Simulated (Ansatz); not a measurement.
CdF$_{2}$:
```yaml
crystal:
  lattice:
    - [0.00000, 2.69423, 2.69423]
    - [2.69423, 0.00000, 2.69423]
    - [2.69423, 2.69423, 0.00000]
  atoms:
    - { symbol: Cd, position: [0.00000, 0.00000, 0.00000] }
    - { symbol: F, position: [0.25000, 0.25000, 0.25000] }
    - { symbol: F, position: [0.75000, 0.75000, 0.75000] }
```

Relaxed with r²SCAN.

Give the optical modes at the zone centre with their infrared and Raman activity from DFPT, the program Ansatz at the r²SCAN level (PAW).

Transverse frequencies, without the LO–TO term; a row sums one degenerate level.

```csv
ω (cm⁻¹),degeneracy,IR ((D/Å)²/amu),Raman (Å⁴/amu),activity,symmetry
224,3,14.54,0,IR,T1u
313,3,0.00,3.9,Raman,T2g
```

How high does the top mode go among those that the LO–TO term moves?

388 cm⁻¹ for q along x.

Space group Fm-3m (fluorite). The r²SCAN relaxation kept the symmetry of its start; phonons on a q-mesh show no instability.

Potentials: the later of the program's two PAW sets.
